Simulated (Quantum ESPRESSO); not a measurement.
# Planted mistakes on one cell of MgGa3SP3

These are calculations, not measurements. They come from pw.x of Quantum ESPRESSO 7.5, a plane-wave density functional program, with PseudoDojo standard norm-conserving files (v0.5 for PBE, v0.4.1 for LDA and PBEsol). The cells are made up: elements, strain and atom displacements were drawn at random, and nothing was relaxed. There is no spin polarisation, spin-orbit coupling or dispersion term.

The cell has 8 sites of a zincblende or diamond lattice. Sites 1 to 4 hold Mg Ga Ga Ga; sites 5 to 8 hold S P P P. Cell vectors in Å: (5.627, 0.000, 0.000); (0.000, 5.627, 0.000); (0.000, 0.000, 5.627). Settings: PBE, cutoff 1143 eV, 4 x 4 x 4 k mesh shifted by half a step, Fermi-Dirac smearing of 0.025 eV.

The intended run has a self-consistency threshold of 1e-07 eV, a smearing term of 0.000 eV, a pressure of -0.30 GPa and 10 iterations. Each further run changes one thing: all lengths scaled by 0.9816; atoms of sites 4 and 5 exchanged; cutoff 602 eV; files of LDA; k mesh 1 x 1 x 1; one electron added; smearing 0.44 eV; threshold 0.8 eV. A coarse mesh keeps the shift, and a charged cell sits in a uniform background.

| run | change of free energy (eV) | smearing term -TS (eV) | change of P (GPa) | largest change of a force component (eV/Å) | iterations |
| --- | --- | --- | --- | --- | --- |
| A | -0.224 | -0.815 | 0.57 | 0.156 | 10 |
| B | 4.203 | -0.005 | 2.98 | 1.094 | 12 |
| C | 61.074 | 0.000 | -266.89 | 0.057 | 10 |
| D | 0.095 | 0.000 | 3.93 | 0.314 | 10 |
| E | 8.528 | 0.000 | -4.22 | 0.135 | 10 |
| F | 7.471 | -0.012 | 11.58 | 0.284 | 11 |
| G | 6.859 | 0.000 | 5.40 | 0.435 | 12 |
| H | 0.072 | 0.000 | 0.45 | 1.952 | 3 |

A rerun of the intended cell at 1437 eV and k mesh 6 x 6 x 6 moved values by no more than 0.007 eV in the cell's energy, 0.02 GPa in stress and 0.005 eV/Å in force.

Question: which change belongs to which run?

## Worked reading

Run H has the fewest iterations, as a run stopped early does. Run A has the largest smearing term, as wide smearing gives. Run C has a higher energy and the largest fall in pressure, as too small a basis gives. Run D changes the volume by a factor of 0.9458; minus its pressure change over the logarithm of that factor, 71 GPa, is a rough bulk modulus with clamped atoms. Energies from files of another functional, or of a charged cell, have another zero and say nothing on stability; the pressure of a charged cell rests on the program's zero of potential too.

## Key

```
run,change
A,smearing 0.44 eV
B,atoms of sites 4 and 5 exchanged
C,cutoff 602 eV
D,all lengths scaled by 0.9816
E,files of LDA
F,one electron added
G,k mesh 1 x 1 x 1
H,threshold 0.8 eV
```